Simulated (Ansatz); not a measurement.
A distorted cell of C (graphite type, space group P6_3/mmc):

```yaml
crystal:
  lattice:
    - [2.45522, 0.00000, 0.00000]
    - [-1.22761, 2.12628, 0.00000]
    - [0.00000, 0.00000, 6.67049]
  atoms:
    - { symbol: C, position: [0.00000, 0.00000, 0.25000] }
    - { symbol: C, position: [0.05267, 0.94733, 0.75000] }
    - { symbol: C, position: [0.33333, 0.66667, 0.25000] }
    - { symbol: C, position: [0.66667, 0.33333, 0.75000] }
```

Method: r2SCAN+rVV10 (plane waves to 500 eV, PAW, scalar-relativistic; Ansatz, a quantum-chemistry and plane-wave program). k mesh 12×12×4 (Γ-centred), Fermi-Dirac smearing 0.05 eV. E stands for the smeared free energy. Compression counts positive. With partly filled bands, energies and forces of such displacements shift with the k mesh and the smearing. C was relaxed with its symmetry unable to fall. The PAW data are Ansatz's earlier set.

Problem. Predict the force on every atom, in eV/Å.

Solution. 
```csv
atom,Fx,Fy,Fz
C1,-0.017,0.010,0.000
C2,-7.446,4.299,0.000
C3,0.024,-0.014,0.000
C4,7.439,-4.295,0.000
```

Problem. What is the stress tensor (GPa)?

Solution. 
```
    8.0      9.0      0.0
    9.0     18.4      0.0
    0.0      0.0     -0.1
```
The pressure, a third of the trace, is 8.8 GPa.

Problem. In it atom 2 sits (0.194, -0.112, 0.000) Å away from its relaxed site. What is its energy relative to the relaxed cell?

Solution. 1137 meV/cell.

(A displaced cell: forces are minus the slopes of the energy, force constants its curvatures, and phonons follow from these.)
